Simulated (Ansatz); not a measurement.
The calculation used DFT PBE, scalar-relativistic, plane waves, PAW, and for the lanthanide a 4f-in-core norm-conserving potential, in Ansatz 0.2.0. All cells share a 660 eV cutoff and Γ-centred k meshes spaced at most about 0.3 Å⁻¹ (about 0.25 or finer for metals, 2π included). Collinear spin in cells that started with moments and kept them past the coarse steps, no spin elsewhere.

Temperature and zero-point effects are left out.

Two relaxed structures of Nd₂ScCl₂:

A. (no spin)

```
Nd Sc Cl
1.0
     4.61218    0.00000    0.00000
    -2.30609    3.99427    0.00000
     0.00000    0.00000   10.10983
Nd Sc Cl
2 1 2
Direct
  0.00000 0.00000 0.84552
  0.00000 0.00000 0.15448
  0.00000 0.00000 0.50000
  0.33333 0.66667 0.50000
  0.66667 0.33333 0.50000
```

B. (site moments Sc 0.6 μB)

```
Nd Sc Cl
1.0
     4.76239    0.00000    0.00000
    -2.38120    4.12435    0.00000
     0.00000    0.00000    7.50809
Nd Sc Cl
2 1 2
Direct
  0.33333 0.66667 0.66931
  0.66667 0.33333 0.33069
  0.00000 0.00000 0.00000
  0.33333 0.66667 0.28876
  0.66667 0.33333 0.71124
```

**Question.** Which is lower in energy, and by how much?

**Answer.** B is lower, by 0.47 eV/atom. A has space group P6/mmm (No. 191), 37.2 Å³/atom and no gap on its mesh; B has space group P-3m1 (No. 164), 29.5 Å³/atom and no gap. Counting Cl atoms around Nd and Sc (those within 1.25 times the shortest such distance or 1.15 times the sum of covalent radii, 1.27 where that leaves under three; the shortest distance is added where it exceeds 1.18 times the sum of covalent radii), A has Nd 6 from 4.4 Å, Sc 6 and B has Nd 4, Sc 6 from 3.5 Å. Their magnetic states differ too, which can make part of the margin. The denser one is the lower, and pressure would at first widen the difference. Both come from invented guesses. A third cell relaxed alike, in Cmmm, lies 0.49 eV/atom below the lower of the two.

In P6/mmm an odd number of valence electrons (the lanthanide is held trivalent, its 4f shell in the core) allows no gap without spin; another valence of the lanthanide, a larger cell or a magnetic state could open one. The magnetic state reached may not be the lowest. Cells relaxed within their symmetry can be saddle points. Some candidate types were left out of the draw beforehand, so a known form may be missing.

The lanthanide is trivalent by construction, without f bands, f moments or other valences.
